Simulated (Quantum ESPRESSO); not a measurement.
## Si6Ge2 (finding a planted mistake in a log)

Simulated, not a measurement. The program is pw.x of Quantum ESPRESSO 7.5 (plane-wave density functional theory). The cell is made up: 8 atoms on a zincblende/diamond lattice, with randomly drawn elements, strain and displacements, not relaxed. PseudoDojo standard norm-conserving files (v0.5 for PBE, v0.4.1 for LDA and PBEsol) set the functional; there is no spin polarisation, spin-orbit coupling or dispersion term, and the masses in the input are unused placeholders.

Intended input:

```
&control calculation='scf', pseudo_dir='./dojo.nc.sr.pbe.v0_5.standard.upf', outdir='./o', disk_io='low', tprnfor=.true., tstress=.true. /
&system ibrav=0, nat=8, ntyp=2, nbnd=32, ecutwfc=77.98206166, nosym=.true., tot_charge=0,
 occupations='smearing', smearing='fd', degauss=0.0018374661
/
&electrons conv_thr=7.350e-09, electron_maxstep=60, /
ATOMIC_SPECIES
Ge 1.0 Ge.upf
Si 1.0 Si.upf
CELL_PARAMETERS angstrom
5.5563 0.0 0.0
0.0 5.5563 0.0
0.0 0.0 5.5563
ATOMIC_POSITIONS angstrom
Si 0.0408 -0.0091 -0.0207
Si -0.0498 2.8168 2.7604
Ge 2.7321 -0.0045 2.802
Ge 2.7724 2.7195 0.0185
Si 1.343 1.3423 1.4182
Si 1.449 4.2138 4.1797
Si 4.1936 1.3348 4.1473
Si 4.1399 4.1375 1.3932
K_POINTS automatic
4 4 4 1 1 1
```

The log is shortened where brackets say so; the opening notice, blank lines, dates and the lines on written files are dropped, and the path of the files is cut. It prints rydbergs, bohrs and kilobars, and counts compression as positive stress.

Log of the intended run:

```
     Program PWSCF v.7.5
     Parallel version (MPI & OpenMP), running on       4 processor cores
     Number of MPI processes:                 4
     Threads/MPI process:                     1
     [start-up lines left out]
     bravais-lattice index     =            0
     lattice parameter (alat)  =      10.4999  a.u.
     unit-cell volume          =    1157.5871 (a.u.)^3
     number of atoms/cell      =            8
     number of atomic types    =            2
     number of electrons       =        52.00
     number of Kohn-Sham states=           32
     kinetic-energy cutoff     =      77.9821  Ry
     charge density cutoff     =     311.9282  Ry
     scf convergence threshold =      7.3E-09
     mixing beta               =       0.7000
     number of iterations used =            8  plain     mixing
     Exchange-correlation= PBE
                           (   1   4   3   4   0   0   0)
     [axes and pseudopotential details left out]
   Cartesian axes
     site n.     atom                  positions (alat units)
         1        Si     tau(   1) = (   0.0073430  -0.0016378  -0.0037255  )
         2        Si     tau(   2) = (  -0.0089628   0.5069561   0.4968054  )
         3        Ge     tau(   3) = (   0.4917121  -0.0008099   0.5042924  )
         4        Ge     tau(   4) = (   0.4989651   0.4894444   0.0033296  )
         5        Si     tau(   5) = (   0.2417076   0.2415816   0.2552418  )
         6        Si     tau(   6) = (   0.2607851   0.7583824   0.7522452  )
         7        Si     tau(   7) = (   0.7547469   0.2402318   0.7464140  )
         8        Si     tau(   8) = (   0.7450822   0.7446502   0.2507424  )
     number of k points=    32  Fermi-Dirac smearing, width (Ry)=  0.0018
                       cart. coord. in units 2pi/alat
        k(    1) = (   0.1250000   0.1250000   0.1250000), wk =   0.0625000
        k(    2) = (   0.1250000   0.1250000   0.3750000), wk =   0.0625000
     [further k points left out]
     Dense  grid:   107783 G-vectors     FFT dimensions: (  60,  60,  60)
     Estimated max dynamical RAM per process >     181.06 MB
     Estimated total dynamical RAM >     645.31 MB
     Initial potential from superposition of free atoms
     starting charge      51.9947, renormalised to      52.0000
     Starting wfcs are   42 randomized atomic wfcs
     total cpu time spent up to now is        2.9 secs
     per-process dynamical memory:   129.7 Mb
     Self-consistent Calculation
     iteration #  1     ecut=    77.98 Ry     beta= 0.70
     Davidson diagonalization with overlap
     ethr =  1.00E-02,  avg # of iterations =  3.8
     Threshold (ethr) on eigenvalues was too large:
     Diagonalizing with lowered threshold
     Davidson diagonalization with overlap
     ethr =  3.18E-04,  avg # of iterations =  5.1
     total cpu time spent up to now is       12.0 secs
     total energy              =    -408.02848807 Ry
     estimated scf accuracy    <       0.18679169 Ry
     iteration #  2     ecut=    77.98 Ry     beta= 0.70
     Davidson diagonalization with overlap
     ethr =  3.59E-04,  avg # of iterations =  1.2
     total cpu time spent up to now is       15.2 secs
     total energy              =    -408.03493760 Ry
     estimated scf accuracy    <       0.01061932 Ry
     [iterations 3 to 7 left out]
     iteration #  8     ecut=    77.98 Ry     beta= 0.70
     Davidson diagonalization with overlap
     ethr =  1.98E-10,  avg # of iterations =  3.4
     total cpu time spent up to now is       43.2 secs
     total energy              =    -408.03652585 Ry
     estimated scf accuracy    <       0.00000003 Ry
     iteration #  9     ecut=    77.98 Ry     beta= 0.70
     Davidson diagonalization with overlap
     ethr =  5.01E-11,  avg # of iterations =  2.0
     total cpu time spent up to now is       46.7 secs
     End of self-consistent calculation
     [lines on levels left out]
!    total energy              =    -408.03652585 Ry
     estimated scf accuracy    <          1.2E-09 Ry
     smearing contrib. (-TS)   =      -0.00000000 Ry
     internal energy E=F+TS    =    -408.03652585 Ry
     The total energy is F=E-TS. E is the sum of the following terms:
     one-electron contribution =    -234.68258224 Ry
     hartree contribution      =     145.06444546 Ry
     xc contribution           =    -105.69764380 Ry
     ewald contribution        =    -212.72074528 Ry
     convergence has been achieved in   9 iterations
     Forces acting on atoms (cartesian axes, Ry/au):
     atom    1 type  2   force =    -0.02070574   -0.01232302    0.01247759
     atom    2 type  2   force =     0.02559202   -0.01193512    0.01996144
     atom    3 type  1   force =     0.03156223    0.00485853   -0.02208401
     atom    4 type  1   force =     0.00103483   -0.00284865   -0.00697430
     atom    5 type  2   force =    -0.01751222    0.02679242   -0.00384961
     atom    6 type  2   force =    -0.04549369   -0.04612234    0.00862577
     atom    7 type  2   force =     0.01147649    0.02164676    0.00583741
     atom    8 type  2   force =     0.01404608    0.01993142   -0.01399429
     Total force =     0.101158     Total SCF correction =     0.000079
     Computing stress (Cartesian axis) and pressure
          total   stress  (Ry/bohr**3)                   (kbar)     P=       -7.73
  -0.00005639   0.00000427   0.00001834           -8.30        0.63        2.70
   0.00000427  -0.00005491  -0.00004506            0.63       -8.08       -6.63
   0.00001834  -0.00004506  -0.00004627            2.70       -6.63       -6.81
     init_run     :      2.69s CPU      2.81s WALL (       1 calls)
     electrons    :     43.58s CPU     43.86s WALL (       1 calls)
     forces       :      0.87s CPU      0.89s WALL (       1 calls)
     stress       :      3.07s CPU      3.07s WALL (       1 calls)
     [timing details left out]
     PWSCF        :     50.33s CPU     50.78s WALL
     JOB DONE.
```

A second run was made from an input with one planted mistake. Its log:

```
     Program PWSCF v.7.5
     Parallel version (MPI & OpenMP), running on       4 processor cores
     Number of MPI processes:                 4
     Threads/MPI process:                     1
     [start-up lines left out]
     bravais-lattice index     =            0
     lattice parameter (alat)  =      10.4999  a.u.
     unit-cell volume          =    1157.5871 (a.u.)^3
     number of atoms/cell      =            8
     number of atomic types    =            2
     number of electrons       =        52.00
     number of Kohn-Sham states=           32
     kinetic-energy cutoff     =      77.9821  Ry
     charge density cutoff     =     311.9282  Ry
     scf convergence threshold =      7.3E-09
     mixing beta               =       0.7000
     number of iterations used =            8  plain     mixing
     Exchange-correlation= PBE
                           (   1   4   3   4   0   0   0)
     [axes and pseudopotential details left out]
   Cartesian axes
     site n.     atom                  positions (alat units)
         1        Si     tau(   1) = (   0.0073430  -0.0016378  -0.0037255  )
         2        Si     tau(   2) = (  -0.0089628   0.5069561   0.4968054  )
         3        Ge     tau(   3) = (   0.4917121  -0.0008099   0.5042924  )
         4        Si     tau(   4) = (   0.4989651   0.4894444   0.0033296  )
         5        Si     tau(   5) = (   0.2417076   0.2415816   0.2552418  )
         6        Si     tau(   6) = (   0.2607851   0.7583824   0.7522452  )
         7        Si     tau(   7) = (   0.7547469   0.2402318   0.7464140  )
         8        Ge     tau(   8) = (   0.7450822   0.7446502   0.2507424  )
     number of k points=    32  Fermi-Dirac smearing, width (Ry)=  0.0018
                       cart. coord. in units 2pi/alat
        k(    1) = (   0.1250000   0.1250000   0.1250000), wk =   0.0625000
        k(    2) = (   0.1250000   0.1250000   0.3750000), wk =   0.0625000
     [further k points left out]
     Dense  grid:   107783 G-vectors     FFT dimensions: (  60,  60,  60)
     Estimated max dynamical RAM per process >     181.06 MB
     Estimated total dynamical RAM >     645.31 MB
     Initial potential from superposition of free atoms
     starting charge      51.9947, renormalised to      52.0000
     Starting wfcs are   42 randomized atomic wfcs
     total cpu time spent up to now is        3.0 secs
     per-process dynamical memory:   129.7 Mb
     Self-consistent Calculation
     iteration #  1     ecut=    77.98 Ry     beta= 0.70
     Davidson diagonalization with overlap
     ethr =  1.00E-02,  avg # of iterations =  3.8
     Threshold (ethr) on eigenvalues was too large:
     Diagonalizing with lowered threshold
     Davidson diagonalization with overlap
     ethr =  3.17E-04,  avg # of iterations =  5.0
     total cpu time spent up to now is       12.4 secs
     total energy              =    -408.02610104 Ry
     estimated scf accuracy    <       0.18700960 Ry
     iteration #  2     ecut=    77.98 Ry     beta= 0.70
     Davidson diagonalization with overlap
     ethr =  3.60E-04,  avg # of iterations =  1.1
     total cpu time spent up to now is       16.0 secs
     total energy              =    -408.03244761 Ry
     estimated scf accuracy    <       0.01100675 Ry
     [iterations 3 to 6 left out]
     iteration #  7     ecut=    77.98 Ry     beta= 0.70
     Davidson diagonalization with overlap
     ethr =  1.37E-09,  avg # of iterations =  3.5
     total cpu time spent up to now is       41.3 secs
     total energy              =    -408.03424476 Ry
     estimated scf accuracy    <       0.00000014 Ry
     iteration #  8     ecut=    77.98 Ry     beta= 0.70
     Davidson diagonalization with overlap
     ethr =  2.74E-10,  avg # of iterations =  2.1
     total cpu time spent up to now is       45.2 secs
     End of self-consistent calculation
     [lines on levels left out]
!    total energy              =    -408.03424480 Ry
     estimated scf accuracy    <          4.7E-09 Ry
     smearing contrib. (-TS)   =      -0.00000000 Ry
     internal energy E=F+TS    =    -408.03424480 Ry
     The total energy is F=E-TS. E is the sum of the following terms:
     one-electron contribution =    -248.75433083 Ry
     hartree contribution      =     152.06062545 Ry
     xc contribution           =    -105.69939215 Ry
     ewald contribution        =    -205.64114727 Ry
     convergence has been achieved in   8 iterations
     Forces acting on atoms (cartesian axes, Ry/au):
     atom    1 type  2   force =    -0.01184387   -0.00349672    0.00371179
     atom    2 type  2   force =     0.03755673   -0.02340028    0.03184102
     atom    3 type  1   force =     0.02133278    0.01530870   -0.01190635
     atom    4 type  2   force =    -0.00827877   -0.01089816   -0.01663766
     atom    5 type  2   force =    -0.00770219    0.03614959   -0.01321377
     atom    6 type  2   force =    -0.03670277   -0.05648976    0.01801456
     atom    7 type  2   force =     0.00218813    0.03075598    0.01543366
     atom    8 type  1   force =     0.00344997    0.01207064   -0.02724323
     Total force =     0.113691     Total SCF correction =     0.000292
     Computing stress (Cartesian axis) and pressure
          total   stress  (Ry/bohr**3)                   (kbar)     P=       -7.06
  -0.00004935  -0.00000440   0.00002602           -7.26       -0.65        3.83
  -0.00000440  -0.00005301  -0.00004442           -0.65       -7.80       -6.53
   0.00002602  -0.00004442  -0.00004168            3.83       -6.53       -6.13
     init_run     :      2.65s CPU      2.75s WALL (       1 calls)
     electrons    :     42.01s CPU     42.29s WALL (       1 calls)
     forces       :      0.91s CPU      0.93s WALL (       1 calls)
     stress       :      3.18s CPU      3.18s WALL (       1 calls)
     [timing details left out]
     PWSCF        :     48.99s CPU     49.46s WALL
     JOB DONE.
```

Question: what was wrong in the second input?

Answer: two atoms have their elements exchanged. The input lines that differ, file-writing options aside:

```
- Ge 2.7724 2.7195 0.0185
+ Si 2.7724 2.7195 0.0185
- Si 4.1399 4.1375 1.3932
+ Ge 4.1399 4.1375 1.3932
```

```
                                            intended run  run with the mistake
                          free energy (eV)     -5551.620             -5551.589
                    smearing term -TS (eV)        0.0000                0.0000
                            pressure (GPa)         -0.77                 -0.71
            largest force component (eV/Å)         1.186                 1.452
largest change of a force component (eV/Å)                               0.341
                                iterations             9                     8
```

For scale, a rerun of the intended cell at 1347 eV and a 6 x 6 x 6 mesh moved values by no more than 0.015 eV in energy, 0.03 GPa in stress and 0.002 eV/Å in force.